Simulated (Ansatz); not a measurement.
In r²SCAN (plane waves, PAW; program Ansatz), BP in the cubic phase (Pm-3n; B on 6d, P on 6c) relaxes to a = 5.576 Å. Its formation energy from the elements is -0.14 eV/atom, with no fitted shifts.

The Kohn–Sham gap is 0.64 eV (indirect). The valence maximum lies at Γ and the conduction minimum on the Γ–X line, 86 % of the way from Γ (6 equivalent valleys). HSE06 on the same cell gives 1.30 eV. Electrons at the band edge weigh 0.33, 0.33, 0.58 mₑ (principal values).

An equation-of-state fit gives a bulk modulus of 127 GPa. The relaxed-ion elastic constants in GPa are C11 = 271, C12 = 55.9, C44 = 94.2. The elastic constants imply a Debye temperature near 867 K. Bader charges are B +0.56, P -0.56 e.

The start of the workflow was typed in or built on a structure type; neither database checked (COD, Materials Project) lists it. It is not the phase usual at ambient conditions (space group No. 216). Symmetry was held in the r²SCAN relaxation; its stability against distortions is not shown here. The references are the lowest solids computed at this level, not always the standard phases.

Potentials: the earlier of the program's two PAW sets.
